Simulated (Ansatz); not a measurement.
Level of theory: DFT PBE, scalar-relativistic, plane waves, PAW in Ansatz 0.2.0. Cutoff 420 eV, Γ-centred meshes of about 0.25 Å⁻¹ or finer for metals and 0.3 Å⁻¹ for insulators (2π included), Gaussian smearing. Collinear spin where magnetic atoms keep a moment.

Temperature and zero-point effects are left out.

Two forms of Sc₄BP₃ were relaxed alike.

1. (no moments)

```
CELL_PARAMETERS angstrom
5.23501 0.00000 0.00000
0.00000 5.23501 0.00000
0.00000 0.00000 5.23501
ATOMIC_POSITIONS crystal
Sc 0.50000 0.00000 0.00000
Sc 0.50000 0.50000 0.50000
Sc 0.00000 0.50000 0.00000
Sc 0.00000 0.00000 0.50000
B 0.00000 0.00000 0.00000
P 0.50000 0.00000 0.50000
P 0.50000 0.50000 0.00000
P 0.00000 0.50000 0.50000
```

2. (no moments)

```
CELL_PARAMETERS angstrom
3.62606 0.00000 0.00000
-1.81303 3.14026 0.00000
0.00000 0.00000 12.71446
ATOMIC_POSITIONS crystal
Sc 0.33333 0.66667 0.37575
Sc 0.33333 0.66667 0.11439
Sc 0.66667 0.33333 0.88561
Sc 0.66667 0.33333 0.62425
B 0.00000 0.00000 0.00000
P 0.66667 0.33333 0.24681
P 0.33333 0.66667 0.75319
P 0.00000 0.00000 0.50000
```

Problem. Which would you expect to be lower, and how large is the difference?

Solution. Cell 1 is lower, by 32 meV/atom. Cell 1 has space group Pm-3m (No. 221), 17.9 Å³/atom and no gap on its mesh; cell 2 has space group P-3m1 (No. 164), 18.1 Å³/atom and no gap. In cell 1, Sc on a site of symmetry 4/mmm has 2 B at 2.62 Å and 4 P at 2.62 Å; B has 6 Sc at 2.62 Å; around P lie 6 Sc at 2.62 Å; 1 more site not described. In cell 2, around Sc on its first site lie 6 P at 2.62–2.66 Å; around B lie 6 Sc at 2.55 Å; P on a site of symmetry 3m has 6 Sc at 2.66–2.69 Å; 2 more sites not described. Both come from trial cells of a structure search, whose lowest cell (Pm, 17.4 Å³/atom) lies 48 meV/atom below the lower of the two.

Trial moments fell under 0.15 μB along the way in Pm-3m and P-3m1; another start might hold them. Cells relaxed within their symmetry can be saddle points. Some types were kept out of the candidates beforehand, so the set may lack a known form.
